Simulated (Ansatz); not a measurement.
**Ansatz 0.2.0, relaxation: KCl**

Launch command:

```bash
ansatz run input.yaml --threads 2 --pin off --max-ram 3584MiB --backend cpu --events-out ev --progress --plain --runs-dir out
```

Input:

```yaml
crystal:
  lattice:
    - [0.0, 3.16498112, 3.16498112]
    - [3.16498112, 0.0, 3.16498112]
    - [3.16498112, 3.16498112, 0.0]
  atoms:
    - { symbol: K, position: [0.0, 0.0, 0.0] }
    - { symbol: Cl, position: [0.5, 0.5, 0.5] }
  symmetry: { tolerance: 0.0003 }
kpoints:
  mp_grid: { grid: [7, 7, 7], shift: [0, 0, 0] }
magnetization:
  spin_polarized: false
scf:
  occupations: { method: fermi_dirac }
  lower_state_search: "off"
hamiltonian:
  pseudopotentials: { kind: paw }
  xc: r2scan
basis:
  ecutwfc: 500
  fft_grid_basis: typed
relax:
  max_steps: 80
  cell: { p_target: 0.0 }
  f_tol: 0.03
output:
  forces: true
  stress: true
  eigenvalues: true
  bader: true
  populations: true
  elf: true
  write_potential: true
  volumetric_format: npy
  dos:
    e_range: [-12, 8]
    de: 0.05
    projected: { site_lists: { Cl: [Cl], K: [K] } }
  write_density: true
checkpoint:
  read: saved_state
```

Origin of the cell: a database entry, scaled a little.

The smearing width isn't typed, so it takes its default of 0.1 eV.

The saved state is a converged single point of the same cell.

Steps («new basis» is an SCF on plane waves selected anew at the same cell):

```json
{"step": "1", "ΔF (meV/atom)": "0.0", "max force component (eV/Å)": "0.000", "P (GPa)": "-0.32", "volume (Å³)": "63.41", "SCF iterations": "5", "step was": "accepted"}
{"step": "2", "ΔF (meV/atom)": "-0.5", "max force component (eV/Å)": "0.000", "P (GPa)": "-0.15", "volume (Å³)": "62.81", "SCF iterations": "5", "step was": "accepted"}
{"step": "3", "ΔF (meV/atom)": "-0.6", "max force component (eV/Å)": "0.000", "P (GPa)": "0.00", "volume (Å³)": "62.29", "SCF iterations": "6", "step was": "accepted"}
{"step": "4", "ΔF (meV/atom)": "-0.6", "max force component (eV/Å)": "0.000", "P (GPa)": "0.00", "volume (Å³)": "62.29", "SCF iterations": "4", "step was": "new basis"}
```

Before:

Space group Fm-3m (No. 225); the run's cell has a = 4.476 Å, b = 4.476 Å, c = 4.476 Å, α = 60.00°, β = 60.00°, γ = 60.00°. Shortest distances: Cl–K 3.16 Å.

The relaxed structure.

Space group Fm-3m (No. 225); the run's cell has a = 4.450 Å, b = 4.450 Å, c = 4.450 Å, α = 60.00°, β = 60.00°, γ = 60.00°. Shortest distances: Cl–K 3.15 Å.

```
CELL_PARAMETERS angstrom
0.00000 3.14629 3.14629
3.14629 0.00000 3.14629
3.14629 3.14629 0.00000
ATOMIC_POSITIONS crystal
K 0.00000 0.00000 0.00000
Cl 0.50000 0.50000 0.50000
```

```yaml
Free_energy_lowered_by: 0.6 meV/atom
Volume_change: -1.76 %
Final_pressure: 0.00 GPa
Relaxation_steps_listed: 4
Formation_energy_elements_under_the_same_functional_gases_as_molecules_uncorrected: -2.238 eV/atom
```

Caveats: the relaxation held the start's symmetry, so the end may be a saddle point.

Time: 9.7 s on 2 threads of Intel(R) Xeon(R) Platinum 8488C (Sapphire Rapids), on a shared host, peak memory 0.66 GiB, from a saved density.
